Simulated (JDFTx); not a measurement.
Unstrained cell:

```json
{
 "surface": "Cu(100)",
 "bulk": "Cu, Fm-3m, lattice of mp-30 (not re-optimised)",
 "slab": "5 atoms in 5 planes, 1x1, 7.3 Å between the outermost planes",
 "in-plane cell": "2.530 × 2.530 Å, 6.40 Å²",
 "cell_height": "23.2 Å",
 "sampling": "8×8×1 k mesh, Fermi smearing 0.01 Ha, no spin polarisation"
}
```

Method: PBE, GBRV ultrasoft potentials, plane waves to 20/100 Ha, in JDFTx (a modified build). The in-plane lattice is scaled by the biaxial strain ε at a fixed k mesh and cell height, and all atoms off the mid-plane are relaxed in vacuum within the cell's symmetry. Zero strain is the lattice given, not this level's minimum.

```tsv
ε (%)	work function (eV)
-3	4.70
-1.5	withheld
0	4.59
1.5	4.55
3	4.52
```

Problem. Fit W = sε + W₀ to the other rows by least squares, predict the withheld value, and compare with the run.

Solution. The fit gives s (eV/%) = -0.0305, W₀ (eV) = 4.60, with a root-mean-square miss of 0.009 eV on its own rows. It predicts 4.65 eV; the run gives 4.65 eV, the same to these digits.
